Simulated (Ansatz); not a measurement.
SiRu$_{2}$ in space group P4/nmm (No. 129; Ru on 2a, Ru on 2c, Si on 2c) at seven volumes, PBE in the plane-wave PAW code Ansatz, shape and atoms relaxed at each. One row is withheld.

```
V (Å³/atom)  P (GPa)
-----------  -------
12.738         27.45
13.157         16.69
13.577          7.63
13.997          0.00
14.417             ?
14.837        -11.75
15.257        -16.17
```

Task: Fit the shown pressures and predict the withheld one.

Result: P = (3/2)B₀(x^(7/2) − x^(5/2))[1 + (3/4)(B′ − 4)(x − 1)] with x = (V₀/V)^(2/3). Least squares on the six rows gives V₀ = 13.998 Å³/atom, B₀ = 232 GPa, B′ = 4.85. At V = 14.417, x = 0.9805 and P = -6.37 GPa. The run itself gave -6.41 GPa.

The cell is a constructed one: a structure type filled with these elements; neither database checked (COD, Materials Project) lists it. Whether it is the stable phase at ambient conditions was not checked. Symmetry was held in the PBE relaxation; whether a distortion lowers the energy is not shown. The run is not spin-polarised.

Potentials: the later of the program's two PAW sets.
